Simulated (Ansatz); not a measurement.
# ScTiN2: stable or not

It was reached by relaxing an invented guess, and it needn't be the stable form of this composition.

The calculation used DFT PBE, scalar-relativistic, plane waves, PAW in Ansatz. Cutoff 420 eV, Γ-centred 16×16×10 mesh (4-atom cell), Gaussian smearing of 0.10 eV, no spin polarisation.

```cif
data_structure
_symmetry_space_group_name_H-M 'P4/mmm'
_symmetry_Int_Tables_number 123
_cell_length_a 3.0952
_cell_length_b 3.0952
_cell_length_c 4.3564
_cell_angle_alpha 90.000
_cell_angle_beta 90.000
_cell_angle_gamma 90.000
_cell_volume 41.74
loop_
_atom_site_label
_atom_site_type_symbol
_atom_site_symmetry_multiplicity
_atom_site_Wyckoff_symbol
_atom_site_fract_x
_atom_site_fract_y
_atom_site_fract_z
_atom_site_occupancy
Sc1 Sc 1 d 0.50000 0.50000 0.50000 1
Ti1 Ti 1 a 0.00000 0.00000 0.00000 1
N1 N 1 b 0.00000 0.00000 0.50000 1
N2 N 1 c 0.50000 0.50000 0.00000 1
```

Formation energies are uncorrected and refer to the elements' standard structures at the same level (N₂ as a molecule).

Question: These tests were run: energy against the elements; phonons at Γ; elastic tensor. What do they show?

Answer:

| test | result |
| --- | --- |
| energy against the elements | −1.78 eV/atom |
| phonons at Γ | lowest optical mode 269 cm⁻¹ |
| elastic tensor | least eigenvalue 175 GPa |

It fails none of these tests. Other phases of the system weren't compared here, so this isn't yet thermodynamic stability. Phonons away from Γ weren't computed.

The run for the phonons used a 16×16×10 k mesh and Fermi–Dirac smearing of 0.15 eV. The run for the elastic tensor used a 16×16×10 k mesh and Fermi–Dirac smearing of 0.15 eV.
